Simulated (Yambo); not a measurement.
TlBr (rock salt, space group Fm-3m, No. 225), G0W0@PBEsol in Yambo; all else as in the reference (4×4×4 Γ-centred k mesh, 134 bands and a 8 Ry block in the screening, 134 bands in G with the Bruneval-Gonze terminator, plasmon pole fitted at 27.2 eV). One parameter is varied: the cutoff of the exchange sum, over 5, 10, 20, 40, 62 Ry.

**Question.** From which value on does the gap L → L stay within 0.05 eV of the largest setting?

**Answer.** From 10 Ry on.
| cutoff of the exchange sum (Ry) | G0W0 gap (eV) | valence shift (eV) |
|---|---|---|
| 5 | 3.12 | -0.78 |
| 10 | 3.36 | -1.10 |
| 20 | 3.39 | -1.15 |
| 40 | 3.39 | -1.15 |
| 62 | 3.39 | -1.15 |
The last step of the sweep still moves the gap by 0 meV; the other settings are held fixed.

The standard potential for Tl keeps a d shell in the valence without the s and p states of that shell. In tests on such compounds this moved G0W0 gaps by up to about 0.9 eV, so absolute quasiparticle energies here are unreliable; differences between settings are what counts.

Spin-orbit coupling is not included.

Geometry of the Materials Project entry, not relaxed at this level; primitive cell a = b = c = 4.7264 Å, α = β = γ = 60.00°.

This is not the ordinary phase of the substance; no match was found in the copy of COD used, and its stability was not checked.

A shift is the quasiparticle energy of the state minus its PBEsol energy.
